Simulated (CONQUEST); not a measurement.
Set-up for a self-consistent single point of BaTiO3 (P4mm, 5 atoms in the cell; from Materials Project mp-5986, changed as shown).

```
CELL_PARAMETERS angstrom
      3.91057     0.00000     0.00000
      0.00000     3.91057     0.00000
      0.00000     0.00000     4.02061
ATOMIC_POSITIONS crystal
  Ba 0.50000 0.50000 0.58254
  Ti 0.00000 0.00000 0.10004
  O  0.00000 0.50000 0.06422
  O  0.50000 0.00000 0.06422
  O  0.00000 0.00000 0.54897
```

All values come from this method and carry its errors: PBE, numerical atomic orbitals double-zeta with polarisation (the shipped basis), PseudoDojo norm-conserving potentials made for PBE (CONQUEST).

CONQUEST settings:

```
key                                             value
---------------------  ------------------------------
basis                                             DZP
Diag.MPMeshX, Y, Z                              6 6 6
potentials             PseudoDojo norm-conserving PBE
Grid.GridCutoff                                175 Ha
DM.SolutionMethod                              diagon
Diag.kT                                   0.000367 Ha
Diag.GammaCentred                                true
minE.SCTolerance                              1.0e-07
SC.MaxIters                                       100
SC.LinearMixingFactor                             0.3
SC.KerkerPreCondition                            true
SC.KerkerFactor                            0.1 1/bohr
AtomMove.TypeOfRun                             static
```

Q: Estimate, at this level of theory: gap on the k-point mesh, pressure and largest force (vector length).

A: The run gave:

```
Property                            Value
-----------------------------  ----------
Gap on the k-point mesh           1.81 eV
Pressure                        15.96 GPa
Largest force (vector length)  0.865 eV/Å
```

The gap is read on the k-point mesh of the run and can differ from the gap over the whole zone at this level.

For comparison: a first run was changed to give this one (lattice scaled by 0.98), and from it to this one the free energy goes up by 44.1 meV/atom, the pressure goes from 3.52 to 15.96 GPa, the largest force goes from 0.138 to 0.865 eV/Å and the gap on the mesh goes from 1.688 to 1.806 eV.

The program uses no crystal symmetry, so grid and mesh can part values that symmetry would make equal. The atom-centred basis is finite, which shifts total energies, pressures, gaps and forces against plane waves. The structure comes from a collection of computed structures, made at another level of theory; the collection holds predicted forms beside known ones.

Cost on one core: roughly 10 core-minutes.
